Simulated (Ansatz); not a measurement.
La2SnO under compression: one row to predict

The structure comes from a generated guess, relaxed at this level; another structure or a mixture of phases may lie lower.

Theory: Ansatz 0.2.0, DFT PBE, scalar-relativistic, plane waves, PAW. The final run on the 8-atom cell used 420 eV, a Γ-centred 6×6×6 mesh, 0.10 eV smearing and no spin polarisation.

```yaml
crystal:
  lattice:
    - [-4.08340, 4.08340, 3.24853]
    - [4.08340, -4.08340, 3.24853]
    - [4.08340, 4.08340, -3.24853]
  atoms:
    - { symbol: La, position: [0.65154, 0.15154, 0.80309] }
    - { symbol: La, position: [0.34846, 0.84846, 0.19691] }
    - { symbol: La, position: [0.84846, 0.65154, 0.50000] }
    - { symbol: La, position: [0.15154, 0.34846, 0.50000] }
    - { symbol: Sn, position: [0.75000, 0.75000, 0.00000] }
    - { symbol: Sn, position: [0.25000, 0.25000, 0.00000] }
    - { symbol: O, position: [0.75000, 0.25000, 0.50000] }
    - { symbol: O, position: [0.25000, 0.75000, 0.50000] }
```

The cell was set to several volumes, with shape and atoms relaxed at each where symmetry leaves them free. Pressure is positive in compression, and energies count from the lowest row. No row has a gap on its mesh.

```
row  V (Å³/atom)  P (GPa)  ΔE (meV/atom)
  1       23.833     9.12           83.0
  2       24.646        ?              ?
  3       25.458     3.85           18.4
  4       26.271     1.74            4.3
  5       27.083    -0.02            0.0
  6       27.896    -1.59            4.2
  7       28.708    -2.90           15.7
  8       29.792    -4.33           40.5
```

Question: Find B = −V·ΔP/ΔV from rows 4 and 6 and from rows 1 and 3, and from the two its slope B′ and its value B0 at zero pressure.

Answer: Rows 4 and 6 give −(26.271 + 27.896)/2 × (-1.59 − (1.74))/(27.896 − 26.271) = 55.5 GPa at a mean pressure of 0.07 GPa. Rows 1 and 3 give −(23.833 + 25.458)/2 × (3.85 − (9.12))/(25.458 − 23.833) = 79.9 GPa at a mean pressure of 6.48 GPa. So B′ = (79.9 − 55.5)/(6.48 − (0.07)) = 3.81 and B0 = 55.5 − 3.81 × (0.07) = 55.2 GPa. A third-order Birch–Murnaghan fit to all the energies gives B0 = 55.6 GPa and B′ = 4.0.

Question: Estimate the pressure and energy of row 2.

Answer: From row 5, V0 = 27.083 × (1 + (-0.02)/55.2) = 27.073 Å³/atom. Murnaghan's form P = (B0/B′)·[(V0/V)^B′ − 1] gives (55.2/3.81) × [(27.073/24.646)^3.81 − 1] = 6.23 GPa; the computed pressure is 6.29 GPa, so the estimate is off by -0.06 GPa. The work of compression from row 3, with the mean of the two pressures, gives ΔE = 18.4 + (6.23 + 3.85)/2 × (25.458 − 24.646)/160.2 × 1000 = 43.9 meV/atom (1 eV/Å³ = 160.2 GPa); the computed value is 44.0 meV/atom.

All volumes keep the k mesh of the relaxed cell. A later test with randomly moved atoms came back to the same energy, though modes that don't fit the test's cell weren't probed.
